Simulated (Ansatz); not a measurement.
**BaZnPF: gradients before and after relaxing the atoms**

Start: an entry of the Crystallography Open Database (COD), taken as it stands.

```cif
data_BaZnPF
_symmetry_space_group_name_H-M 'P4/nmm:1'
_symmetry_Int_Tables_number 129
_cell_length_a 4.1563
_cell_length_b 4.1563
_cell_length_c 9.4574
_cell_angle_alpha 90.000
_cell_angle_beta 90.000
_cell_angle_gamma 90.000
loop_
_atom_site_label
_atom_site_type_symbol
_atom_site_symmetry_multiplicity
_atom_site_Wyckoff_symbol
_atom_site_fract_x
_atom_site_fract_y
_atom_site_fract_z
Ba Ba 2 c 0.5000 0.0000 0.3318
Zn Zn 2 a 0.5000 0.5000 0.0000
P P 2 c 0.0000 0.5000 0.1491
F F 2 b 0.5000 0.5000 0.5000
```

One atom of each set is listed.

The numbers come from a DFT calculation in Ansatz (PBE, plane waves and PAW, scalar-relativistic, 420 eV cutoff, Γ-centred 8×8×4 k-points, Fermi–Dirac smearing 0.05 eV).

The largest force at the start is 0.14 eV/Å. Relaxing the ions at fixed cell moves them by 0.013 Å at most (atom 1, Ba) and 0.006 Å rms.

| site | moved (Å) | first shell before | first shell after | V_zz before (10²¹ V/m²) | η before |
| --- | --- | --- | --- | --- | --- |
| Ba | 0.013 | 4 F at 2.62 Å, 4 P at 3.41 Å | 4 F at 2.63 Å, 4 P at 3.40 Å | -0.80 | 0.00 |
| Zn | 0.000 | 4 P at 2.51 Å | 4 P at 2.51 Å | -0.086 | 0.00 |
| P | 0.001 | 4 Zn at 2.51 Å | 4 Zn at 2.51 Å | -1.47 | 0.00 |
| F | 0.000 | 4 Ba at 2.62 Å | 4 Ba at 2.63 Å | 1.21 | 0.00 |

Task: How do the gradients change?

Result: 

| site | V_zz after | η after | change of V_zz |
| --- | --- | --- | --- |
| Ba | -0.92 | 0.00 | -0.12 |
| Zn | -0.093 | 0.00 | -0.01 |
| P | -1.47 | 0.00 | 0.00 |
| F | 1.30 | 0.00 | +0.09 |

The largest change of V_zz is on Ba, from -0.80 to -0.92. In per cent, |V_zz| changes by +15 on Ba, 0 on P, +7 on F (all sites that start above 0.5).

Without spin–orbit coupling (the program notes it for Ba) the gradients can shift somewhat, as the gap is small. With a gap of 0.4 eV on this mesh, small gradients can still move by 0.1 × 10²¹ V/m² or more as the k-mesh gets denser.
